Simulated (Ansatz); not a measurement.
TaC (rock salt, Fm-3m) at seven volumes, DFT-LDA in the program Ansatz with PAW potentials, scaled uniformly. One row is withheld.

```
V (Å³/atom)  P (GPa)
-----------  -------
9.782          41.27
10.104         25.31
10.426         11.67
10.749          0.00
11.071        -10.00
11.394        -18.55
11.716             ?
```

Problem. Fit the shown pressures and predict the withheld one.

Solution. Third-order Birch–Murnaghan: P = (3/2)B₀(x^(7/2) − x^(5/2))[1 + (3/4)(B′ − 4)(x − 1)] with x = (V₀/V)^(2/3). Least squares on the six rows gives V₀ = 10.749 Å³/atom, B₀ = 359.5 GPa, B′ = 4.18. At V = 11.716, x = 0.9442 and P = -25.87 GPa. The run itself gave -25.86 GPa.

The cell was relaxed with LDA under the symmetry of its start. No spin polarisation was allowed. Scalar-relativistic: spin–orbit coupling is off unless named, which matters more the heavier the elements.

Potentials: the earlier of the program's two PAW sets. The files were generated under PBE; for other functionals the program regenerates the frozen cores, and for LDA and PBEsol the local potential too.
